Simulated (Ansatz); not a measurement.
Ga$_{2}$O$_{3}$:
```
CELL_PARAMETERS angstrom
      1.48955     0.85999     6.90343
     -1.48955     0.85999     6.90343
      0.00000    -1.71998     6.90343
ATOMIC_POSITIONS crystal
  Ga 0.40061 0.40061 0.40061
  Ga 0.59939 0.59939 0.59939
  O  0.00000 0.00000 0.00000
  O  0.23120 0.23120 0.23120
  O  0.76880 0.76880 0.76880
```

Relaxed with r²SCAN+D4. Special points in fractions of this cell's reciprocal vectors: Γ (0.000, 0.000, 0.000); T (0.500, 0.500, 0.500); H2 (0.823, 0.177, 0.500); H0 (0.500, -0.177, 0.177); L (0.500, 0.000, 0.000); S0 (0.339, -0.339, 0.000); S2 (0.661, 0.000, 0.339); F (0.500, 0.000, 0.500).

### Question
List the band energies nearest the valence-band maximum at these points for DFT-r²SCAN+D4 in the program Ansatz with PAW potentials.

### Answer
In eV from the valence-band maximum; about four levels below and three above (degenerate sets whole), none deeper than 8.9 eV; … stands for higher levels left out; points with the same levels are listed once.

```tsv
k	below	above
Γ	-1.01 -1.01 -0.87 -0.87 0.00	3.22 6.53 7.30
T	-0.97 -0.97 -0.90 -0.90	4.15 5.69 7.53
H2	-3.49 -1.20 -0.91 -0.68	7.59 7.92 …
L	-1.99 -1.79 -0.69 -0.34	5.31 8.60 8.79
S0	-3.53 -1.11 -0.97 -0.69	7.64 7.86 11.21
F	-2.14 -2.14 -1.52 -0.76 -0.52	5.41 8.36 8.45
```

Space group R-3m. A made-up cell: these elements were put on the sites of a structure type; neither database checked (COD, Materials Project) lists it. It is not the phase usual at ambient conditions (space group No. 12, 167). Symmetry was held in the r²SCAN+D4 relaxation; whether a distortion lowers the energy is not shown. Spin–orbit coupling is left out wherever it is not named.

Potentials: the later of the program's two PAW sets.
